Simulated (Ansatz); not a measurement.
CaB$_{2}$C$_{2}$ in space group I4/mcm (No. 140; Ca on 4a, B on 8h, C on 8h) under volume change, DFT-HSE06 in the program Ansatz with PAW potentials, shape and atoms relaxed at each volume.

```tsv
V (Å³/atom)	E − E(relaxed) (meV/atom)	P (GPa)
9.613	33.5	12.06
9.930	14.2	7.51
10.247	3.4	3.54
10.564	0.0	0.00
10.881	3.1	-3.09
11.198	11.9	-5.81
11.515	25.8	-8.17
```

Question: What does a third-order Birch–Murnaghan fit give for V₀, B₀ and B′?

Answer: V₀ = 10.57 Å³/atom, B₀ = 110 GPa, B′ = 3.3.

The workflow started from a Materials Project entry (that database holds measured and hypothetical structures alike); the Crystallography Open Database copy checked does not list it. With B and C taken as one species the cell has the higher symmetry P4/mmm, so it may be an ordered model of a mixed-site phase. Whether it is the stable phase at ambient conditions was not checked. The cell was relaxed with HSE06 under the symmetry of its start; whether a distortion lowers the energy is not shown.

Potentials: the later of the program's two PAW sets.
